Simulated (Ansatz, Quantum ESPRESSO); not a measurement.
## InSb3: programs and potentials compared

```
Sb In
1.0
     0.00000    3.79455    3.79455
     3.79455    0.00000    3.79455
     3.79455    3.79455    0.00000
Sb In
3 1
Direct
  0.50000 0.50000 0.50000
  0.75000 0.75000 0.75000
  0.25000 0.25000 0.25000
  0.00000 0.00000 0.00000
```

The cell comes from a database or a generator and needn't be the stable form of this composition.

Alike in all runs: task band structure; functional LDA; k mesh 6 × 6 × 6; occupations fermi-dirac, width 0.05 eV; no spin polarisation; no spin-orbit coupling. LDA stands for any of its common fits. Pressure is positive in compression and, in plane waves, holds the error of the finite cutoff, which Ansatz's Pulay term estimates and takes out.

| program and potentials | plane-wave cutoff (eV) | notes | pressure (GPa) |
| --- | --- | --- | --- |
| Ansatz, Ansatz PAW | 420 | potentials made for PBE, which Ansatz adapts in part; Pulay term of +0.04 GPa included | -4.24 |
| Quantum ESPRESSO, GBRV 1.5 LDA | 762 | - | -4.23 |
| Ansatz, all-electron LAPW, scalar-relativistic | - | - | ? |

Task: Estimate from the other rows what the run with Ansatz, all-electron LAPW, scalar-relativistic gave.

Result: Pressure -4.22 GPa. The other rows, which needn't bracket it: pressure -4.24 to -4.23.
